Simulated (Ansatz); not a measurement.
**CdAu: computed property card**

CdAu:
```cif
data_AuCd
_chemical_formula_sum 'Au1 Cd1'
_space_group_name_H-M_alt 'Pm-3m'
_space_group_IT_number 221
_space_group_name_Hall '-P 4 2 3'
_cell_length_a 3.35220
_cell_length_b 3.35220
_cell_length_c 3.35220
_cell_angle_alpha 90.000
_cell_angle_beta 90.000
_cell_angle_gamma 90.000
loop_
_atom_site_label
_atom_site_type_symbol
_atom_site_symmetry_multiplicity
_atom_site_Wyckoff_symbol
_atom_site_fract_x
_atom_site_fract_y
_atom_site_fract_z
_atom_site_occupancy
Au1 Au 1 a 0.00000 0.00000 0.00000 1
Cd1 Cd 1 b 0.50000 0.50000 0.50000 1
```

Space group Pm-3m (No. 221), CsCl type; conventional cell a = b = c = 3.352 Å, α = β = γ = 90.00°.

Method: r²SCAN in the plane-wave PAW code Ansatz. The cell and atoms are relaxed at this level. Other levels are named where they apply.

Cell and energy:

```yaml
volume_per_atom: 18.83 Å³
density: 13.64 g/cm³
Formation energy from the elements (no fitted shifts): -0.21 eV/atom
```

Electronic structure:

```yaml
electronic_character: metallic (no gap)
Density of states at the Fermi level: 0.25 states/eV per atom (mean over ±0.08 eV)
Gap with spin–orbit coupling: none (metallic)
```

Mechanics:

```yaml
Bulk modulus (Birch–Murnaghan fit): 105 GPa
Pressure derivative B′: 5.8
```

Charges:

```yaml
bader_charges: Au -0.57, Cd +0.57 e
```

The workflow started from an entry of the Crystallography Open Database (COD), which files this formula under 4 space groups. Whether it is the stable phase at ambient conditions was not checked. The r²SCAN relaxation kept the symmetry of its start; whether a distortion lowers the energy is not shown. The references are the lowest solids computed at this level, not always the standard phases. Spin–orbit coupling is left out wherever it is not named.

Potentials: the later of the program's two PAW sets.
